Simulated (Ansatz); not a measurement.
Polymorphs of PtC, each relaxed with DFT-PBE in the program Ansatz with PAW potentials:

A: P-6m2
a = b = 3.0195 Å, c = 2.8732 Å, α = β = 90.00°, γ = 120.00°

| atom | site | symmetry | x | y | z |
|---|---|---|---|---|---|
| Pt | 1a | -6m2 | 0.0000 | 0.0000 | 0.0000 |
| C | 1d | -6m2 | 0.3333 | 0.6667 | 0.5000 |

B: zinc blende (F-43m)
a = b = c = 4.718 Å, α = β = γ = 90.00°

```tsv
atom	site	symmetry	x	y	z
Pt	4a	-43m	0.0000	0.0000	0.0000
C	4d	-43m	0.7500	0.7500	0.7500
```

### Question
Put the candidates in order of energy per atom at 0 K, lowest first, for PBE.

### Answer
B (+0 meV/atom), A (+669 meV/atom)

Typed or built starts, not in the databases checked: A; B. All cells were relaxed under the symmetry of their starts (and spin orders); stability against distortions was not tested throughout. Named crystals with no word on spin ran without spin polarisation. Scalar-relativistic: spin–orbit coupling is off unless named, which matters more the heavier the elements.

Energies hold the estimated change up to a 700 eV cutoff; steps of a few meV lie near the error of the meshes.

Potentials: the earlier of the program's two PAW sets.
